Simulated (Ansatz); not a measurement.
Input file for Ansatz (an electronic-structure program):

Ansatz 0.2 input:
```yaml
crystal:
  lattice:
    - [0.0, 1.9537632909, 1.9537632909]
    - [1.9537632909, 0.0, 1.9537632909]
    - [1.9537632909, 1.9537632909, 0.0]
  atoms:
    - { symbol: Li, position: [0.0, 0.0, 0.0] }
    - { symbol: F, position: [0.5, 0.5, 0.5] }
kpoints:
  mp_grid: { grid: [12, 12, 12] }
hamiltonian:
  xc: lda
  pseudopotentials: { azcp: { folder: ./paw }, kind: paw }
scf:
  occupations: { method: fixed }
phonons:
  method: dfpt
  response_accuracy: low
  eigenvectors: true
  rigid_motions: translations
  dielectric: true
  raman: true
```

Output (shortened):

```
Pseudopotential: Li, paw, valence charge 3
Pseudopotential: F, paw, valence charge 7
Functional definition: SPW92
Crystal: 2 atoms, lattice volume = 14.916 Å³
Basis set: ecut = 420 eV, 283 PW (Γ), exchange–correlation on 40×40×40 points (8 copies of the dense FFT grid, shifted against one another)
Bands: 9, of which v1, the nominal top of the filled ones, is band 5 counted from 1 (4 counted from 0)
Symmetry: 48 space group operations
k-points: 163 of 1728 (irreducible under 8 space group operations, time reversal used)
SCF iter   1: F=—  HF=-998.681919 eV  |F-HF|=—  |Δ(HF+E_count)|=         —  Δρ=6.36e-2  dr2=3.29e-1  ethr=3.10e-3  ⟨swp⟩=3.9  Hψ=7987  notcnv=0  defer=308
preconditioner: auto → none
SCF iter   2: F=—  HF=-998.699404 eV  |F-HF|=—  |Δ(HF+E_count)|=   1.75e-2  Δρ=3.33e-2  dr2=7.78e-2  ethr=3.10e-3  ⟨swp⟩=2.0  Hψ=3101  notcnv=0  defer=322
SCF iter   3: F=—  HF=-998.702561 eV  |F-HF|=—  |Δ(HF+E_count)|=   3.16e-3  Δρ=1.35e-2  dr2=1.38e-2  ethr=7.78e-4  ⟨swp⟩=2.7  Hψ=2363  notcnv=0  defer=320
SCF iter   4: F=—  HF=-998.702767 eV  |F-HF|=—  |Δ(HF+E_count)|=   2.06e-4  Δρ=5.49e-4  dr2=2.49e-5  ethr=1.38e-4  ⟨swp⟩=2.5  Hψ=2221  notcnv=0  defer=322
SCF iter   5: F=—  HF=-998.702783 eV  |F-HF|=—  |Δ(HF+E_count)|=   1.62e-5  Δρ=3.45e-5  dr2=5.10e-8  ethr=2.49e-7  ⟨swp⟩=2.1  Hψ=1862  notcnv=0  defer=262
SCF iter   6: F=—  HF=-998.702784 eV  |F-HF|=—  |Δ(HF+E_count)|=   7.38e-7  Δρ=5.69e-6  dr2=2.98e-9  ethr=5.10e-10  ⟨swp⟩=2.1  Hψ=2153  notcnv=0
SCF iter   7: F=-998.702784 eV  HF=-998.702784 eV  |F-HF|=5.73e-11  |Δ(HF+E_count)|=  9.13e-10  Δρ=8.51e-7  dr2=8.59e-11  ethr=1.00e-12  ⟨swp⟩=4.5  Hψ=8058  notcnv=0
SCF 1 converged in 7 iterations: F = -998.702784 eV  dr2 = 8.59e-11
NSCF: frozen V_eff on 1 k-points
DFPT response loops at Γ: preconditioner auto → none (the input reference at scf.mixing.eps_inf says where Resta's filter doesn't serve); β = 0.50 …
── the response to a field inside a basis, on 12×12×12 k-points: an SCF that follows is theirs, and a resumed run solves both again ──
Crystal: 2 atoms, lattice volume = 14.916 Å³
Bands: 6, of which v1, the nominal top of the filled ones, is band 5 counted from 1 (4 counted from 0)
k-points: 182 of 1728 (irreducible under 12 space group operations)
SCF iter   1: F=—  HF=-998.705844 eV  |F-HF|=—  |Δ(HF+E_count)|=         —  Δρ=1.06e-3  dr2=2.32e-5  ethr=1.00e-1
preconditioner: auto → none
SCF iter   2: F=—  HF=-998.705838 eV  |F-HF|=—  |Δ(HF+E_count)|=   6.71e-6  Δρ=4.36e-4  dr2=6.69e-6  ethr=2.32e-7
SCF iter   3: F=—  HF=-998.705837 eV  |F-HF|=—  |Δ(HF+E_count)|=   1.01e-6  Δρ=2.12e-4  dr2=9.35e-7  ethr=6.69e-8
SCF iter   4: F=—  HF=-998.705836 eV  |F-HF|=—  |Δ(HF+E_count)|=   2.21e-7  Δρ=9.94e-6  dr2=3.63e-9  ethr=9.35e-9
SCF iter   5: F=-998.705836 eV  HF=-998.705836 eV  |F-HF|=3.41e-13  |Δ(HF+E_count)|=   1.15e-9  Δρ=1.53e-7  dr2=1.31e-12  ethr=3.63e-11
SCF 1 converged in 5 iterations: F = -998.705836 eV  dr2 = 1.31e-12
DFPT response loops at Γ: mixed as the last ones told, above
DFPT response loops at Γ: mixed as the last ones told, above
DFPT response loops at Γ: mixed as the last ones told, above
SCF converged after 7 iterations
Free energy (F): -998.702784 eV
Harris-Foulkes:  -998.702784 eV  (|F-HF|=5.73e-11)
Internal energy: -998.702784 eV  (E = F + TS)
E sigma→0 (E₀):  -998.702784 eV
Fermi energy:    1.319772 eV
--- Per-component energies (eV) ---
  E_band       = -112.409292
  E_kinetic    = 215.528418
  E_local      = -625.404345  (includes V_loc(G=0)·N_el)
  E_nonlocal   = 70.479263
  E_hartree    = 214.248870
  E_xc         = -85.521728
  E_vxc        = -110.864463  (∫ρ·V_xc dr)
  E_paw        = -213.840925  (= ΣΔE_a)
  E_vpaw       = -90.646765  (= ΣTr[D̂ρ^β])
  E_aug_tail   = 0.001029  (compensation charges beyond the density's cutoff)
  E_ewald      = -574.306618
  E_core_change = 0.113252  (= ΣΔE_core)
  E_smearing   =  0.000000  (= −TS)
  E_closure    = 0.000000  (closes the sum)
  Σ components = -998.702784   (vs F -998.702784, Δ=0.00e0)
  [band-id]    e_kinetic+e_local+e_nonlocal+2·e_hartree+e_vxc+e_vpaw+e_augmentation_tail = -112.409123   (vs E_band -112.409292, Δ=1.69e-4)
--- Band table (eV; the first three rows and the last of 163) ---
  k-point 0: bands = ["-38.2259", "-18.5189", "1.3189", "1.3189", "1.3189", "11.0263", "25.9458", "25.9458", "25.9458"]
  k-point 1: bands = ["-38.2192", "-18.4880", "1.0904", "1.2998", "1.2998", "11.2253", "23.5258", "24.8222", "24.8222"]
  k-point 2: bands = ["-38.2006", "-18.4013", "0.5064", "1.2493", "1.2493", "11.6918", "21.2275", "23.4767", "23.4767"]
  k-point 162: bands = ["-38.0974", "-17.6914", "-1.1324", "-1.1324", "0.4184", "16.7093", "16.7093", "19.1964", "21.4797"]
--- Phonons (Γ-DFPT): 2 representative perturbations + reference, on 163 of 1728 k-points (Σ response iterations 6) ---
  ASR residual: 1.189e-4 → 0.000e0 eV/Å²; symmetrization residual: 2.440e-6 eV/Å²
  ASR residual per site (eV/Å²): 1.19e-4 3.29e-6
  Γ frequencies (cm⁻¹): 0.00 0.00 0.00 338.89 338.89 338.89
  ε∞ (high-frequency dielectric tensor):
        2.118061     0.000000     0.000000
        0.000000     2.118061     0.000000
        0.000000     0.000000     2.118061
  ε⁰ (static dielectric tensor: ions relaxed, cell fixed):
        8.231939     0.000000     0.000000
        0.000000     8.231939     0.000000
        0.000000     0.000000     8.231939
  ε⁰ − ε∞ (ionic part):
        6.113878     0.000000     0.000000
        0.000000     6.113878     0.000000
        0.000000     0.000000     6.113878
  softest optical mode at Γ: 338.89 cm⁻¹; the repairs (sum rule, projections) moved no ω² at Γ by more than (2.29 cm⁻¹)²
  Born effective charges Z* (e; rows j = field, columns β = displacement):
    site 0:
         1.04016    0.00000    0.00000
         0.00000    1.04016    0.00000
         0.00000    0.00000    1.04016
    site 1:
        -1.04016    0.00000    0.00000
         0.00000   -1.04016    0.00000
         0.00000    0.00000   -1.04016
  Z* charge neutrality: 2.022e-6 e pre-enforcement
  k-mesh period / interband length: 33.2 Å / 0.79 Å = 42.03 at k = (0.0000, 0.0000, -0.5000), direct gap 11.139 eV — 14 or more, which is no proof of convergence
  Raman tensors (in the event stream and the table raman_tensors.tsv) …
  optical modes at Γ without the LO–TO term, one row a degenerate level:
      ω (cm⁻¹)  modes    IR ((D/Å)²/amu)  static Raman (Å⁴/amu)  depolarisation
        338.89      3            14.7317                 0.0000               —
  optical modes at Γ + LO–TO along q̂ = [1.0000, 0.0000, 0.0000]:
      ω (cm⁻¹)  modes    IR ((D/Å)²/amu)  static Raman (Å⁴/amu)  depolarisation
        338.89      2             9.8211                 0.0000               —
        668.11      1             4.9106                 0.0000               —
  optical modes at Γ + LO–TO along q̂ = [0.0000, 1.0000, 0.0000]:
      ω (cm⁻¹)  modes    IR ((D/Å)²/amu)  static Raman (Å⁴/amu)  depolarisation
        338.89      2             9.8211                 0.0000               —
        668.11      1             4.9106                 0.0000               —
  optical modes at Γ + LO–TO along q̂ = [0.0000, 0.0000, 1.0000]:
      ω (cm⁻¹)  modes    IR ((D/Å)²/amu)  static Raman (Å⁴/amu)  depolarisation
        338.89      2             9.8211                 0.0000               —
        668.11      1             4.9106                 0.0000               —
```

Cost: around 50 core-seconds (rough) on shared cores.

Space group Fm-3m (rock salt). The cell was relaxed with LDA under the symmetry of its start.

Potentials: the earlier of the program's two PAW sets. The files were generated under PBE; for other functionals the program regenerates the frozen cores, and for LDA and PBEsol the local potential too.

Ansatz is a plane-wave DFT program.
